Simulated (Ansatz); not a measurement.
VInO$_{4}$:
```cif
data_In4O16V4
_chemical_formula_sum 'V4 In4 O16'
_space_group_name_H-M_alt 'Cmcm'
_space_group_IT_number 63
_space_group_name_Hall '-C 2c 2'
_cell_length_a 5.73626
_cell_length_b 8.54689
_cell_length_c 6.64275
_cell_angle_alpha 90.000
_cell_angle_beta 90.000
_cell_angle_gamma 90.000
loop_
_space_group_symop_operation_xyz
  'x, y, z'
  '-x, -y, -z'
  '-x, -y, z+1/2'
  'x, y, -z+1/2'
  'x, -y, -z'
  '-x, y, z'
  '-x, y, -z+1/2'
  'x, -y, z+1/2'
  'x+1/2, y+1/2, z'
  '-x+1/2, -y+1/2, -z'
  '-x+1/2, -y+1/2, z+1/2'
  'x+1/2, y+1/2, -z+1/2'
  'x+1/2, -y+1/2, -z'
  '-x+1/2, y+1/2, z'
  '-x+1/2, y+1/2, -z+1/2'
  'x+1/2, -y+1/2, z+1/2'
loop_
_atom_site_label
_atom_site_type_symbol
_atom_site_symmetry_multiplicity
_atom_site_Wyckoff_symbol
_atom_site_fract_x
_atom_site_fract_y
_atom_site_fract_z
_atom_site_occupancy
V1 V 4 c 0.00000 0.35913 0.25000 1
In1 In 4 a 0.00000 0.00000 0.00000 1
O1 O 8 f 0.00000 0.24729 0.04582 1
O2 O 8 g 0.25690 0.47467 0.25000 1
```
(The calculation used a cell of 12 atoms; values per cell refer to that cell.)

Relaxed with PBEsol. DFT-PBEsol in the program Ansatz with PAW potentials gives a gap of 3.13 eV.

What gap does HSE06 give on the same cell (Ansatz, PAW)?

4.72 eV, 1.58 eV more. The hybrid was solved on a coarser mesh and at special points; the gap given is the minimum over both.

```csv
k,v1 PBEsol,c1 PBEsol,v1 HSE06,c1 HSE06
Γ,-0.03,3.48,-0.10,5.05
Y,0.00,3.13,0.00,4.72
T,-0.25,3.65,…,…
Z,-0.16,3.66,…,…
S,-0.19,3.26,-0.21,4.84
R,-0.42,3.45,…,…
Σ0,-0.16,3.14,-0.17,4.72
A0,-0.41,3.43,…,…
```

Top valence (v1) and lowest conduction level (c1) in eV from each method's valence maximum (which need not be a listed point): supply the withheld HSE06 values.


- Z, v1 HSE06: -0.23
- Z, c1 HSE06: 5.22
- A0, v1 HSE06: -0.46
- A0, c1 HSE06: 5.00
- R, v1 HSE06: -0.45
- R, c1 HSE06: 5.01
- T, v1 HSE06: -0.28
- T, c1 HSE06: 5.23

Cost on shared cores: the PBEsol run (SCF on a 6×6×4 mesh, then bands and DOS) roughly 3 core-minutes, the HSE06 run (SCF on 4×4×3, then a few points) around 13 core-minutes (rough); the tasks are unlike.

The first step of the workflow began from a Materials Project structure, measured or hypothetical; the Crystallography Open Database files this formula in space group No. 63, but the cells were not matched. Whether it is the stable phase at ambient conditions was not checked. The PBEsol relaxation kept the symmetry of its start; whether a distortion lowers the energy is not shown. No spin polarisation was allowed. No Hubbard U is applied. Scalar-relativistic: spin–orbit coupling is off unless named, which matters more the heavier the elements.

Potentials: the later of the program's two PAW sets.
